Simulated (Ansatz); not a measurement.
InSe:
```
CELL_PARAMETERS angstrom
      3.95193     0.00000     0.00000
     -1.97596     3.42247     0.00000
      0.00000     0.00000    37.00000
ATOMIC_POSITIONS crystal
  Se 0.00000 0.00000 0.57147
  Se 0.00000 0.00000 0.42853
  In 0.33333 0.66667 0.46301
  In 0.33333 0.66667 0.53699
```
Free-standing layer in the xy plane with vacuum along z and no interaction between images.

Relaxed with LDA.

All from the program Ansatz at the LDA level (PAW), unless another level is named. Give the band gap.

1.67 eV (indirect).

Predict the hole effective mass, in the valley on the K–Γ line, 70 % of the way from K.

6.0 along x, 2.5 along y (mₑ).

What about the electron affinity (Kohn–Sham)?

4.52 eV.

Space group P-6m2 (GaSe-type). A layer that has been made, often on a substrate. The cell was relaxed with LDA under the symmetry of its start; its stability against distortions is not shown here. Scalar-relativistic: spin–orbit coupling is off unless named, which matters more the heavier the elements.

Potentials: the later of the program's two PAW sets.
